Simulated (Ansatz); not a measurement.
# Vibrations of TiC (Fm-3m) by finite displacements

```yaml
crystal:
  lattice:
    - [0.00000, 2.13045, 2.13045]
    - [2.13045, 0.00000, 2.13045]
    - [2.13045, 2.13045, 0.00000]
  atoms:
    - { symbol: Ti, position: [0.00000, 0.00000, 0.00000] }
    - { symbol: C, position: [0.50000, 0.50000, 0.50000] }
```

Computed, not measured; unless marked otherwise by LDA, all-electron LAPW in Ansatz 0.2.0, scalar-relativistic. k mesh 16×16×16, Fermi-Dirac smearing of 0.080 eV, basis error target 1 meV/atom. The cell was relaxed by PAW under this functional.

Atoms are displaced by 0.01 Å in the smallest supercells that hold the wave vectors of a 2×2×2 mesh. Negative values stand for unstable modes.

Problem. What are the phonon energies at the solved wave vectors, in cm⁻¹?

Solution. 

```csv
q,point,modes (cm⁻¹)
0.000 0.000 0.000,Gamma,554.9 (×3)
0.500 0.000 0.000,L,"278.8 (×2), 469.5, 597.5 (×2), 745.5"
0.500 0.500 0.000,X,"304.0 (×2), 377.9, 550.2 (×2), 614.2"
```

Problem. Is the structure dynamically stable at these wave vectors?

Solution. Yes, no mode is unstable there; wave vectors off this mesh aren't tested.

Problem. How do the optical zone-centre modes decompose, and which are active?

Solution. Point group m-3m: Γ_opt = T1u.

```tsv
label	cm⁻¹	activity	mostly
T1u	554.9	IR	C (80 %)
```

In a metal the activity is that of symmetry alone; free carriers screen the infrared modes.

Problem. How well do frozen-core PAW files reproduce these all-electron values?

Solution. With a cutoff of 420 eV and displacements of 0.0025 Å, the r.m.s. difference over the modes is 0.9 cm⁻¹; the largest difference is 548.9 (PAW) against 550.2 cm⁻¹ (LAPW).

Problem. The cell is scaled evenly to 18.759 and 19.919 Å³ (from 19.339), with free atoms relaxed and the shape held. What are the mode Grüneisen parameters γ = −d ln ω/d ln V?

Solution. For the highest mode, 770.5 cm⁻¹ in the small cell and 721.4 in the large one give γ ≈ 1.10. From the change of the dynamical matrix on each mode:

```tsv
point	cm⁻¹	γ
Gamma	554.9	1.83
L	278.8	2.09
L	469.5	1.32
L	597.5	1.41
L	745.5	1.10
X	304.0	1.39
X	377.9	1.62
X	550.2	1.69
X	614.2	1.34
```

Weighted by the modes' heat capacities at 300 K, the mean on this mesh is 1.61; it moves with the q mesh, and a coarse one overweights the zone boundary.

Caveats: responses of metals move with mesh and smearing; the frozen-core PAW files of the compared runs were fitted under PBE, their cores solved anew for this functional.
